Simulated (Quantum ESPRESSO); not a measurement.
SiAsF3O3, finding a planted mistake in a log

Simulated, not a measurement. The program is pw.x of Quantum ESPRESSO 7.5 (plane-wave density functional theory). The cell is made up: 8 atoms on a quartz lattice with one site empty, with randomly drawn elements, strain and displacements, not relaxed. PseudoDojo standard norm-conserving files (v0.5 for PBE, v0.4.1 for LDA and PBEsol) set the functional; there is no spin polarisation, spin-orbit coupling or dispersion term, and the masses in the input are unused placeholders.

Intended input:

```
&control calculation='scf', pseudo_dir='./dojo.nc.sr.pbe.v0_5.standard.upf', outdir='./o', disk_io='medium', tprnfor=.true., tstress=.true. /
&system ibrav=0, nat=8, ntyp=4, nbnd=35, ecutwfc=84.00895049, nosym=.true., tot_charge=0,
 occupations='smearing', smearing='fd', degauss=0.0018374661
/
&electrons conv_thr=7.350e-09, electron_maxstep=60, /
ATOMIC_SPECIES
As 1.0 As.upf
F 1.0 F.upf
O 1.0 O.upf
Si 1.0 Si.upf
CELL_PARAMETERS angstrom
5.077 0.0 0.0
-2.5385 4.3968 0.0
0.0 0.0 5.6033
ATOMIC_POSITIONS angstrom
Si 2.3489 -0.0136 3.6396
As -1.1561 2.0216 1.9745
F 1.3713 1.192 4.2326
O 3.3092 0.7579 2.6146
F 2.9851 2.5546 0.7811
F 0.2584 1.9201 1.1367
O -1.0811 3.2522 3.043
O 0.8477 3.6983 4.8616
K_POINTS automatic
5 5 4 1 1 1
```

The log is shortened where brackets say so; the opening notice, blank lines, dates and the lines on written files are dropped, and the path of the files is cut. It prints rydbergs, bohrs and kilobars, and counts compression as positive stress. Where no state is partly filled, the Fermi energy that it prints is only some level between the filled and the empty states on the mesh, and need not lie in the true gap.

Log of the intended run:

```
     Program PWSCF v.7.5
     Parallel version (MPI & OpenMP), running on       1 processor cores
     Number of MPI processes:                 1
     Threads/MPI process:                     1
     [start-up lines left out]
     bravais-lattice index     =            0
     lattice parameter (alat)  =       9.5941  a.u.
     unit-cell volume          =     844.0814 (a.u.)^3
     number of atoms/cell      =            8
     number of atomic types    =            4
     number of electrons       =        58.00
     number of Kohn-Sham states=           35
     kinetic-energy cutoff     =      84.0090  Ry
     charge density cutoff     =     336.0358  Ry
     scf convergence threshold =      7.3E-09
     mixing beta               =       0.7000
     number of iterations used =            8  plain     mixing
     Exchange-correlation= PBE
                           (   1   4   3   4   0   0   0)
     [axes and pseudopotential details left out]
   Cartesian axes
     site n.     atom                  positions (alat units)
         1        Si     tau(   1) = (   0.4626551  -0.0026787   0.7168800  )
         2        As     tau(   2) = (  -0.2277132   0.3981879   0.3889108  )
         3        F      tau(   3) = (   0.2701005   0.2347843   0.8336813  )
         4        O      tau(   4) = (   0.6518022   0.1492811   0.5149892  )
         5        F      tau(   5) = (   0.5879653   0.5031712   0.1538507  )
         6        F      tau(   6) = (   0.0508962   0.3781958   0.2238921  )
         7        O      tau(   7) = (  -0.2129407   0.6405751   0.5993697  )
         8        O      tau(   8) = (   0.1669687   0.7284420   0.9575734  )
     number of k points=    50  Fermi-Dirac smearing, width (Ry)=  0.0018
                       cart. coord. in units 2pi/alat
        k(    1) = (   0.1000000   0.1732055   0.1132592), wk =   0.0400000
        k(    2) = (   0.1000000   0.1732055   0.3397775), wk =   0.0400000
     [further k points left out]
     Dense  grid:    87775 G-vectors     FFT dimensions: (  60,  60,  64)
     Estimated max dynamical RAM per process >     114.92 MB
     Initial potential from superposition of free atoms
     starting charge      57.9991, renormalised to      58.0000
     Starting wfcs are   37 randomized atomic wfcs
     total cpu time spent up to now is       15.1 secs
     per-process dynamical memory:    85.0 Mb
     Self-consistent Calculation
     iteration #  1     ecut=    84.01 Ry     beta= 0.70
     Davidson diagonalization with overlap
     ethr =  1.00E-02,  avg # of iterations =  3.0
     total cpu time spent up to now is       59.5 secs
     total energy              =    -466.71194564 Ry
     estimated scf accuracy    <       2.16064775 Ry
     iteration #  2     ecut=    84.01 Ry     beta= 0.70
     Davidson diagonalization with overlap
     ethr =  3.73E-03,  avg # of iterations =  4.0
     total cpu time spent up to now is      105.9 secs
     total energy              =    -465.69976273 Ry
     estimated scf accuracy    <       9.17364174 Ry
     [iterations 3 to 12 left out]
     iteration # 13     ecut=    84.01 Ry     beta= 0.70
     Davidson diagonalization with overlap
     ethr =  1.98E-09,  avg # of iterations =  2.0
     total cpu time spent up to now is      437.8 secs
     total energy              =    -467.68901446 Ry
     estimated scf accuracy    <       0.00000004 Ry
     iteration # 14     ecut=    84.01 Ry     beta= 0.70
     Davidson diagonalization with overlap
     ethr =  7.62E-11,  avg # of iterations =  3.9
     total cpu time spent up to now is      475.4 secs
     End of self-consistent calculation
     [lines on levels left out]
     the Fermi energy is     4.0055 ev
!    total energy              =    -467.68901447 Ry
     estimated scf accuracy    <          3.0E-09 Ry
     smearing contrib. (-TS)   =      -0.00000001 Ry
     internal energy E=F+TS    =    -467.68901445 Ry
     The total energy is F=E-TS. E is the sum of the following terms:
     one-electron contribution =    -358.74786898 Ry
     hartree contribution      =     203.57464276 Ry
     xc contribution           =    -109.32054239 Ry
     ewald contribution        =    -203.19524585 Ry
     convergence has been achieved in  14 iterations
     Forces acting on atoms (cartesian axes, Ry/au):
     atom    1 type  4   force =     0.14431004    0.00442578    0.39226349
     atom    2 type  1   force =     0.09561967    0.12608418   -0.08065035
     atom    3 type  2   force =     0.02260884   -0.05952503   -0.05908419
     atom    4 type  3   force =    -0.03188316   -0.15909392    0.00203232
     atom    5 type  2   force =    -0.08404755    0.04144168   -0.09170376
     atom    6 type  2   force =     0.05719153   -0.02980152   -0.00175086
     atom    7 type  3   force =    -0.08497628   -0.02198830   -0.02574641
     atom    8 type  3   force =    -0.11882309    0.09845712   -0.13536024
     Total force =     0.558563     Total SCF correction =     0.000151
     Computing stress (Cartesian axis) and pressure
          total   stress  (Ry/bohr**3)                   (kbar)     P=      100.74
   0.00053817   0.00070896  -0.00023700           79.17      104.29      -34.86
   0.00070896   0.00109011  -0.00009880          104.29      160.36      -14.53
  -0.00023700  -0.00009880   0.00042611          -34.86      -14.53       62.68
     init_run     :     14.63s CPU     14.95s WALL (       1 calls)
     electrons    :    439.70s CPU    460.36s WALL (       1 calls)
     forces       :      7.42s CPU      7.55s WALL (       1 calls)
     stress       :     25.74s CPU     25.86s WALL (       1 calls)
     [timing details left out]
     PWSCF        :   8m 7.82s CPU   8m29.39s WALL
     JOB DONE.
```

A second run was made from an input with one planted mistake. Its log:

```
     Program PWSCF v.7.5
     Parallel version (MPI & OpenMP), running on       1 processor cores
     Number of MPI processes:                 1
     Threads/MPI process:                     1
     [start-up lines left out]
     bravais-lattice index     =            0
     lattice parameter (alat)  =       9.5941  a.u.
     unit-cell volume          =     844.0814 (a.u.)^3
     number of atoms/cell      =            8
     number of atomic types    =            4
     number of electrons       =        57.00
     number of Kohn-Sham states=           35
     kinetic-energy cutoff     =      84.0090  Ry
     charge density cutoff     =     336.0358  Ry
     scf convergence threshold =      7.3E-09
     mixing beta               =       0.7000
     number of iterations used =            8  plain     mixing
     Exchange-correlation= PBE
                           (   1   4   3   4   0   0   0)
     [axes and pseudopotential details left out]
   Cartesian axes
     site n.     atom                  positions (alat units)
         1        Si     tau(   1) = (   0.4626551  -0.0026787   0.7168800  )
         2        As     tau(   2) = (  -0.2277132   0.3981879   0.3889108  )
         3        F      tau(   3) = (   0.2701005   0.2347843   0.8336813  )
         4        O      tau(   4) = (   0.6518022   0.1492811   0.5149892  )
         5        F      tau(   5) = (   0.5879653   0.5031712   0.1538507  )
         6        F      tau(   6) = (   0.0508962   0.3781958   0.2238921  )
         7        O      tau(   7) = (  -0.2129407   0.6405751   0.5993697  )
         8        O      tau(   8) = (   0.1669687   0.7284420   0.9575734  )
     number of k points=    50  Fermi-Dirac smearing, width (Ry)=  0.0018
                       cart. coord. in units 2pi/alat
        k(    1) = (   0.1000000   0.1732055   0.1132592), wk =   0.0400000
        k(    2) = (   0.1000000   0.1732055   0.3397775), wk =   0.0400000
     [further k points left out]
     Dense  grid:    87775 G-vectors     FFT dimensions: (  60,  60,  64)
     Estimated max dynamical RAM per process >     114.92 MB
     Initial potential from superposition of free atoms
     starting charge      57.9991, renormalised to      57.0000
     Starting wfcs are   37 randomized atomic wfcs
     total cpu time spent up to now is       12.7 secs
     per-process dynamical memory:    85.0 Mb
     Self-consistent Calculation
     iteration #  1     ecut=    84.01 Ry     beta= 0.70
     Davidson diagonalization with overlap
     ethr =  1.00E-02,  avg # of iterations =  3.0
     total cpu time spent up to now is       45.7 secs
     total energy              =    -467.09540474 Ry
     estimated scf accuracy    <       1.87490086 Ry
     iteration #  2     ecut=    84.01 Ry     beta= 0.70
     Davidson diagonalization with overlap
     ethr =  3.29E-03,  avg # of iterations =  2.0
     total cpu time spent up to now is       77.4 secs
     total energy              =    -467.61518656 Ry
     estimated scf accuracy    <       1.25514258 Ry
     [iterations 3 to 11 left out]
     iteration # 12     ecut=    84.01 Ry     beta= 0.70
     Davidson diagonalization with overlap
     ethr =  1.75E-10,  avg # of iterations =  2.0
     total cpu time spent up to now is      384.9 secs
     total energy              =    -467.86462204 Ry
     estimated scf accuracy    <       0.00000002 Ry
     iteration # 13     ecut=    84.01 Ry     beta= 0.70
     Davidson diagonalization with overlap
     ethr =  3.46E-11,  avg # of iterations =  2.0
     total cpu time spent up to now is      413.5 secs
     End of self-consistent calculation
     [lines on levels left out]
     the Fermi energy is     0.8752 ev
!    total energy              =    -467.86462204 Ry
     estimated scf accuracy    <          1.0E-09 Ry
     smearing contrib. (-TS)   =      -0.00285821 Ry
     internal energy E=F+TS    =    -467.86176383 Ry
     The total energy is F=E-TS. E is the sum of the following terms:
     one-electron contribution =    -359.18844584 Ry
     hartree contribution      =     202.98335038 Ry
     xc contribution           =    -108.46142252 Ry
     ewald contribution        =    -203.19524585 Ry
     convergence has been achieved in  13 iterations
     Forces acting on atoms (cartesian axes, Ry/au):
     atom    1 type  4   force =     0.03422941    0.07648472    0.22192254
     atom    2 type  1   force =     0.09973257    0.12956599   -0.10031604
     atom    3 type  2   force =     0.04207911   -0.06881168   -0.03325222
     atom    4 type  3   force =    -0.03857526   -0.18199059    0.03622170
     atom    5 type  2   force =    -0.07433311    0.03296698   -0.07848094
     atom    6 type  2   force =     0.04430226   -0.02871739    0.00513593
     atom    7 type  3   force =    -0.05211357   -0.00689620    0.01092215
     atom    8 type  3   force =    -0.05532140    0.04739817   -0.06215312
     Total force =     0.405263     Total SCF correction =     0.000069
     Computing stress (Cartesian axis) and pressure
          total   stress  (Ry/bohr**3)                   (kbar)     P=      -17.62
  -0.00031010   0.00063612  -0.00007244          -45.62       93.58      -10.66
   0.00063612   0.00016041  -0.00013832           93.58       23.60      -20.35
  -0.00007244  -0.00013832  -0.00020969          -10.66      -20.35      -30.85
     init_run     :     12.26s CPU     12.53s WALL (       1 calls)
     electrons    :    383.40s CPU    400.85s WALL (       1 calls)
     forces       :      6.30s CPU      6.38s WALL (       1 calls)
     stress       :     18.43s CPU     18.59s WALL (       1 calls)
     [timing details left out]
     PWSCF        :   7m 0.70s CPU   7m18.94s WALL
     JOB DONE.
```

Question: what was wrong in the second input?

Answer: the cell has the wrong charge. The input lines that differ, file-writing options aside:

```
- &system ibrav=0, nat=8, ntyp=4, nbnd=35, ecutwfc=84.00895049, nosym=.true., tot_charge=0,
+ &system ibrav=0, nat=8, ntyp=4, nbnd=35, ecutwfc=84.00895049, nosym=.true., tot_charge=1,
```

|  | intended run | run with the mistake |
| --- | --- | --- |
| free energy (eV) | -6363.233 | -6365.622 |
| smearing term -TS (eV) | 0.0000 | -0.0389 |
| pressure (GPa) | 10.07 | -1.76 |
| largest force component (eV/Å) | 10.085 | 5.706 |
| largest change of a force component (eV/Å) |  | 4.380 |
| iterations | 14 | 13 |

For scale, a rerun of the intended cell at 1437 eV and a 7 x 7 x 6 mesh moved values by no more than 0.004 eV in energy, 0.02 GPa in stress and 0.002 eV/Å in force. The charged cell sits in a uniform background, so its energy and stress rest on the program's zero of potential.